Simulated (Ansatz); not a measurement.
**Trial inputs on CaB2**

The reference input for Ansatz (plane-wave DFT with PAW):

```yaml
crystal:
  lattice:
    - [3.2264302843, 0.0, 0.0]
    - [-1.6132151421, 2.7941705897, 0.0]
    - [0.0, 0.0, 4.067392]
  atoms:
    - { symbol: Ca, position: [0.0, 0.0, 0.0] }
    - { symbol: B, position: [0.33333333, 0.66666667, 0.5] }
    - { symbol: B, position: [0.66666667, 0.33333333, 0.5] }
basis:
  ecutwfc: 420
kpoints:
  mp_grid: { grid: [6, 6, 4] }
hamiltonian:
  xc: pbe
scf:
  occupations: { method: gaussian, width: 0.1 }
output:
  forces: true
  stress: true
  eigenvalues: true
```

Command:

```bash
ansatz run input.yaml --threads 1 --pin off --max-ram 1331MiB --backend cpu --events-out ev --progress --plain --runs-dir out
```

The run converges in 8 SCF iterations on 21 irreducible k-points: pressure -0.25 GPa, no gap.

The inputs are trials, many of them unsound on purpose. Their numbers show the effect of the settings and aren't properties of the material. Each trial's input is given as a difference from the reference's; energies are extrapolated to zero smearing where there is one, and pressure is positive in compression.

Trial 1:

```diff
 basis:
-  ecutwfc: 420
+  ecutwfc: 180
 kpoints:
-  mp_grid: { grid: [6, 6, 4] }
+  mp_grid: { kspacing: 1.1 }
 hamiltonian:
-  xc: pbe
+  xc: pw92
+md:
+  timestep: 2.0
+  n_steps: 4
+  ensemble: nvt_nose_hoover
+  temperature: 600
+  initial_velocities: maxwell_boltzmann
+  seed: 88
```

The trajectory runs its 4 steps, with temperatures 600, 604, 605, 577, 513 K; at its end: pressure 3.14 GPa (unreliable at so low a cutoff), largest force 0.729 eV/Å (unreliable too), no gap. It warns that the cutoff lies under the recommended one, 420 eV for these potentials; that the SCF threshold is loose for the stress.

Trial 2:

```diff
 basis:
-  ecutwfc: 420
+  ecutwfc: 350
+  ecutrho_ratio: 5
 kpoints:
-  mp_grid: { grid: [6, 6, 4] }
+  mp_grid: { kspacing: 0.91 }
 hamiltonian:
+  dispersion: d4
 scf:
+  convergence: { dr2_threshold: "1e-3 eV" }
```

The run converges in 6 SCF iterations on 6 irreducible k-points: pressure -4.99 GPa, no gap. It warns that the cutoff lies under the recommended one, 420 eV for these potentials; that the SCF threshold is loose for the forces; that the SCF threshold is loose for the stress.

Trial 3:

```diff
 hamiltonian:
-  xc: pbe
+  xc: lda
```

The run converges in 6 SCF iterations on 21 irreducible k-points: pressure -6.85 GPa, no gap.